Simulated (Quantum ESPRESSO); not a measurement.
pw.x input (Quantum ESPRESSO 7.5; PBEsol, PseudoDojo standard norm-conserving files, fully relativistic):

```
&CONTROL
  calculation = 'scf'
  pseudo_dir = './pseudo'
  outdir = './out'
  tprnfor = .true.
  tstress = .true.
/
&SYSTEM
  ibrav = 0
  nat = 4
  ntyp = 2
  ecutwfc = 80.0
  ecutrho = 320.0
  occupations = 'smearing'
  smearing = 'fd'
  degauss = 0.002
  nbnd = 43
  noncolin = .true.
  lspinorb = .true.
/
&ELECTRONS
  conv_thr = 4e-10
/
ATOMIC_SPECIES
P 30.9738 P.upf
Ga 69.7230 Ga.upf
CELL_PARAMETERS angstrom
  3.834795084911   0.000000000000   0.000000000000
 -1.917397542455   3.321029961840   0.000000000000
  0.000000000000   0.000000000000   6.316841906000
ATOMIC_POSITIONS crystal
P   0.666666667000   0.333333333000   0.873964864800
P   0.333333333667   0.666666666333   0.373964864800
Ga   0.666666667000   0.333333333000   0.500035135200
Ga   0.333333333667   0.666666666333   0.000035135200
K_POINTS automatic
9 9 4 0 0 0
```

End of the output:

```

[...]
     the Fermi energy is     8.4934 ev
!    total energy              =    -333.15430487 Ry
     estimated scf accuracy    <          9.5E-11 Ry
     smearing contrib. (-TS)   =      -0.00000000 Ry
     internal energy E=F+TS    =    -333.15430487 Ry
     The total energy is F=E-TS. E is the sum of the following terms:
     one-electron contribution =    -153.24541608 Ry
     hartree contribution      =     104.30192644 Ry
     xc contribution           =     -91.03372167 Ry
     ewald contribution        =    -193.17709356 Ry
     convergence has been achieved in   9 iterations
     Forces acting on atoms (cartesian axes, Ry/au):
     atom    1 type  1   force =     0.00000000   -0.00000000    0.00014930
     atom    2 type  1   force =     0.00000000    0.00000000    0.00014930
     atom    3 type  2   force =     0.00000000    0.00000000   -0.00014930
     atom    4 type  2   force =     0.00000000    0.00000000   -0.00014930
     Total force =     0.000299     Total SCF correction =     0.000009
     Computing stress (Cartesian axis) and pressure
          total   stress  (Ry/bohr**3)                   (kbar)     P=       -0.01
  -0.00000268   0.00000000   0.00000000           -0.39        0.00        0.00
   0.00000000  -0.00000268   0.00000000            0.00       -0.39        0.00
   0.00000000   0.00000000   0.00000519            0.00        0.00        0.76
```
In a gapped system the printed Fermi energy is only some level inside the gap.

Geometry relaxed with PBEsol.
